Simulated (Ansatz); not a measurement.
The elements of this relaxed trial crystal are hidden behind letters.

```
lattice vectors (Å)
   6.0160    0.0000    0.0000
  -3.0080    5.2100    0.0000
   0.0000    0.0000    3.1170
fractional positions
X 0.3333 0.6667 0.0000
X 0.6667 0.3333 0.0000
Z 0.0000 0.0000 0.0000
Q 0.5000 0.0000 0.5000
Q 0.5000 0.5000 0.5000
Q 0.0000 0.5000 0.5000
```

These are results of DFT PBE, scalar-relativistic, plane waves, PAW in Ansatz, not measurements. Plane waves to 420 eV, a 6×6×12 mesh through Γ for the 6-atom cell and 0.10 eV Gaussian smearing; collinear spin.

```
Space group                               : P6/mmm (No. 191)
Conventional cell                         : a = 6.016 Å, c = 3.117 Å
Volume per atom                           : 16.28 Å³
Density                                   : 6.81 g/cm³
Formation energy                          : +0.22 eV/atom
Gap on the 6×6×12 mesh of the 6-atom cell : 0 eV (a metal)
Net moment per atom                       : 0.18 μB
```

Energies are uncorrected and count from the elements' standard states at the same level.

Question: X is a d-block element of period 5, Z is a d-block element of period 6 and Q is a p-block element of period 2. Which elements are they?

Answer: X = Y, Z = Ta, Q = N, so the formula is Y2TaN3. Density times volume gives a mean mass of 6.81 × 16.28/1.6605 = 66.8 u per atom, and this set has 66.8 u. Y is surrounded by 6 N at 2.33 Å, 2 Y at 3.12 Å, 3 Y at 3.47 Å and 3 Ta at 3.47 Å; Ta is surrounded by 2 Ta at 3.12 Å, 12 N at 3.39 Å and 6 Y at 3.47 Å; N has 4 Y at 2.33 Å, 6 N at 3.01–3.12 Å and 4 Ta at 3.39 Å. Other sets within the hints have nearly the same mass, so mass alone doesn't settle it; this one was computed.

Spin–orbit coupling, which can matter for Ta, is left out. Another magnetic order may lie lower. Symmetry constrained the relaxation, so the result can be a saddle point. Another cell of Y2TaN3 relaxed alike but without spin, in P-3m1, lies 1.68 eV/atom lower, so this cell isn't the stable form at this level.
